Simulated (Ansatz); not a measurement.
**SiC with nitrogen replacing C: gradients before and after relaxing the atoms**

Start: a supercell of SiC (wurtzite type, P6_3mc) built from an entry of the Crystallography Open Database (COD), with all atoms left at the host's positions.

```
Si N C
1.0
     6.15200    0.00000    0.00000
    -4.61400    7.99168    0.00000
     0.00000    0.00000   10.09600
Si N C
24 1 23
Direct
  0.16667 0.22222 0.00000
  0.16667 0.22222 0.50000
  0.16667 0.55556 0.00000
  0.16667 0.55556 0.50000
  0.16667 0.88889 0.00000
  0.16667 0.88889 0.50000
  0.66667 0.22222 0.00000
  0.66667 0.22222 0.50000
  0.66667 0.55556 0.00000
  0.66667 0.55556 0.50000
  0.66667 0.88889 0.00000
  0.66667 0.88889 0.50000
  0.33333 0.11111 0.25000
  0.33333 0.11111 0.75000
  0.33333 0.44444 0.25000
  0.33333 0.44444 0.75000
  0.33333 0.77778 0.25000
  0.33333 0.77778 0.75000
  0.83333 0.11111 0.25000
  0.83333 0.11111 0.75000
  0.83333 0.44444 0.25000
  0.83333 0.44444 0.75000
  0.83333 0.77778 0.25000
  0.83333 0.77778 0.75000
  0.16667 0.22222 0.19250
  0.16667 0.22222 0.69250
  0.16667 0.55556 0.19250
  0.16667 0.55556 0.69250
  0.16667 0.88889 0.19250
  0.16667 0.88889 0.69250
  0.66667 0.22222 0.19250
  0.66667 0.22222 0.69250
  0.66667 0.55556 0.19250
  0.66667 0.55556 0.69250
  0.66667 0.88889 0.19250
  0.66667 0.88889 0.69250
  0.33333 0.11111 0.44250
  0.33333 0.11111 0.94250
  0.33333 0.44444 0.44250
  0.33333 0.44444 0.94250
  0.33333 0.77778 0.44250
  0.33333 0.77778 0.94250
  0.83333 0.11111 0.44250
  0.83333 0.11111 0.94250
  0.83333 0.44444 0.44250
  0.83333 0.44444 0.94250
  0.83333 0.77778 0.44250
  0.83333 0.77778 0.94250
```

Sites (sets of like atoms) are named by element and the number of their first atom in this list.

The numbers come from a DFT calculation in Ansatz (PBE, plane waves and PAW, scalar-relativistic, collinear spin, 420 eV cutoff, Γ-centred 4×3×2 k-points, Fermi–Dirac smearing 0.01 eV). Start moments as typed (μB): 1 on each N, none on the rest.

The largest force at the start is 1.5 eV/Å. Relaxing the ions at fixed cell moves them by 0.051 Å at most (atom 13, Si) and 0.029 Å rms.

```csv
site,atom,moved (Å),first shell before,first shell after,V_zz before (10²¹ V/m²),η before
Si2,2,0.035,4 C at 1.87–1.94 Å,4 C at 1.88–1.89 Å,1.51,0.01
Si4,4,0.024,4 C at 1.87–1.94 Å,4 C at 1.88–1.89 Å,1.64,0.17
Si6,6,0.026,4 C at 1.87–1.94 Å,4 C at 1.88–1.90 Å,1.65,0.16
Si8,8,0.025,4 C at 1.87–1.94 Å,4 C at 1.88–1.90 Å,1.61,0.12
Si10,10,0.025,4 C at 1.87–1.94 Å,4 C at 1.88–1.89 Å,1.64,0.15
Si12,12,0.027,4 C at 1.87–1.94 Å,4 C at 1.88–1.90 Å,1.66,0.17
Si13,13,0.051,"3 C at 1.87–1.94 Å, 1 N at 1.87 Å","3 C at 1.87 Å, 1 N at 1.93 Å",3.60,0.61
Si15,15,0.037,"1 N at 1.87 Å, 3 C at 1.87–1.94 Å","3 C at 1.87 Å, 1 N at 1.91 Å",4.04,0.53
Si16,16,0.029,4 C at 1.87–1.94 Å,4 C at 1.88–1.91 Å,2.10,0.02
Si17,17,0.036,4 C at 1.87–1.94 Å,4 C at 1.89–1.91 Å,1.31,0.06
Si19,19,0.051,"3 C at 1.87–1.94 Å, 1 N at 1.87 Å","3 C at 1.87 Å, 1 N at 1.93 Å",3.71,0.57
Si21,21,0.031,4 C at 1.87–1.94 Å,4 C at 1.88–1.89 Å,1.34,0.06
Si23,23,0.031,4 C at 1.87–1.94 Å,4 C at 1.88–1.90 Å,1.40,0.25
N,25,0.036,4 Si at 1.87–1.94 Å,4 Si at 1.90–1.93 Å,0.12,0.38
```

(1) What are V_zz and η after the relaxation?

## Answers

(1) 

| site | atom | V_zz after | η after | change of V_zz |
| --- | --- | --- | --- | --- |
| Si2 | 2 | -0.12 | 0.29 | -1.63 |
| Si4 | 4 | -0.26 | 0.84 | – |
| Si6 | 6 | -0.30 | 0.87 | – |
| Si8 | 8 | -0.27 | 0.37 | – |
| Si10 | 10 | -0.28 | 0.80 | – |
| Si12 | 12 | -0.33 | 0.80 | – |
| Si13 | 13 | 4.81 | 0.05 | +1.21 |
| Si15 | 15 | 4.88 | 0.04 | +0.84 |
| Si16 | 16 | 0.73 | 0.15 | -1.37 |
| Si17 | 17 | -0.40 | 0.77 | -1.71 |
| Si19 | 19 | 4.83 | 0.05 | +1.12 |
| Si21 | 21 | 0.33 | 0.62 | – |
| Si23 | 23 | -0.31 | 0.83 | -1.71 |
| N | 25 | -0.23 | 0.23 | – |

The largest change of V_zz along a kept axis is on Si23, from 1.40 to -0.31. In per cent, |V_zz| changes by -65 to +33 on Si (all sites that start above 2). Where |V_zz| stays above 0.1 and the axes keep their order, η moves most on Si17, from 0.06 to 0.77. On Si23 V_xx and V_yy change places (or their axes turn by over 50°), so the two values of η hide a larger change. V_zz changes sign on Si2 (same axis), Si23 (axis turned by 28°), Si17 (same axis). On Si12, Si6, Si4, Si10, Si8, Si21, N the largest principal value lies along another axis in the second run, so the two V_zz can't be compared directly. The table leaves out 34 of the 48 sites, with |V_zz| up to 6.13; their tensors move by 1.49 at most along any direction. The statements above cover all sites. The host's own positions weren't relaxed first, so part of the change far from the defect can be the host's relaxation.

The defect repeats with the cell of 48 atoms, so it feels its images: sites between two images don't show the values beside a lone defect, and zeros or small values of η there can come from the images' arrangement. C and Si carry a gradient in the pure host already, so the values there aren't the defect's effect alone. The defect cell has no gap above 0.1 eV on its mesh, so the values can hang on the smearing and the k-mesh. The start moments die out, and the run ends without spin.
Before: Forces reach 0.8 eV/Å even beyond 5.5 Å from the defect, so the host's positions may themselves be off equilibrium. The neighbours have not yet relaxed around the defect (largest force 1.5 eV/Å), so a real crystal will differ.
